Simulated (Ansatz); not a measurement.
Q: Name crystals whose computed values (plane-wave PAW PBEsol (Ansatz code)) fall in these windows: B₀ by P(V) fit (GPa) 79 to 110; highest Γ mode, no LO–TO term (cm⁻¹) 380 to 500.

A: 

```tsv
crystal	B₀ by P(V) fit (GPa)	highest Γ mode, no LO–TO term (cm⁻¹)
YSi2, P6/mmm (Y on 1a, Si on 2d)	89.9	424
CaO, zinc blende	81.7	381
SiGe, Pmma (Si on 2e, Si on 2f, Ge on 2e, Ge on 2f)	80.9	480
ScAl2, cubic Laves (MgCu2 type)	92.2	474
YSi2, I4_1/amd (Y on 4a, Si on 8e)	94.1	448
```
Others may fit too.

Typed or built starts, not in the databases checked: CaO, zinc blende; SiGe, Pmma (Si on 2e, Si on 2f, Ge on 2e, Ge on 2f). Not the usual ambient phase: CaO, zinc blende. Relaxed far from the usual cell of the phase: YSi2, P6/mmm (Y on 1a, Si on 2d). Standing as an ambient phase not checked: ScAl2, cubic Laves (MgCu2 type); YSi2, I4_1/amd (Y on 4a, Si on 8e). Unstable at this level: YSi2, P6/mmm (Y on 1a, Si on 2d). All cells were relaxed under the symmetry of their starts (and spin orders); stability against distortions was not tested throughout. Rows with no word on spin ran without spin polarisation. Spin–orbit coupling is left out wherever it is not named.

Potentials: the later of the program's two PAW sets.
